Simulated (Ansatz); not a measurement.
Here is the system:

Cu₃Sb:
```cif
data_Cu3Sb
_chemical_formula_sum 'Sb1 Cu3'
_space_group_name_H-M_alt 'P 1'
_space_group_IT_number 1
_cell_length_a 4.47828
_cell_length_b 4.47828
_cell_length_c 4.88974
_cell_angle_alpha 90.000
_cell_angle_beta 90.000
_cell_angle_gamma 120.000
loop_
_space_group_symop_operation_xyz
  'x, y, z'
loop_
_atom_site_label
_atom_site_type_symbol
_atom_site_fract_x
_atom_site_fract_y
_atom_site_fract_z
_atom_site_occupancy
Sb1 Sb 0.00000 0.00000 0.00000 1
Cu1 Cu 0.00000 0.00000 0.50000 1
Cu2 Cu 0.33333 0.66667 0.00000 1
Cu3 Cu 0.66667 0.33333 0.00000 1
```

This is the r²SCAN-relaxed structure.

All from r²SCAN in the plane-wave PAW code Ansatz, unless another level is named. Predict the electronic character.

metallic (no gap).

And the formation energy from the elements (no fitted shifts)?

0.45 eV/atom.

Predict the density of states at the Fermi level.

0.15 states/eV per atom (mean over ±0.08 eV).

What about the gap with spin–orbit coupling?

none (metallic).

Space group P6/mmm. The start of the workflow was typed in or built on a structure type; neither database checked (COD, Materials Project) lists it. Its standing as an ambient phase is unchecked. Symmetry was held in the r²SCAN relaxation; whether a distortion lowers the energy is not shown. No spin polarisation was allowed. Its formation energy is positive at this level, so the cell may be metastable or incomplete. The references are the lowest solids computed at this level, not always the standard phases. Spin–orbit coupling is left out wherever it is not named.

Potentials: the later of the program's two PAW sets.
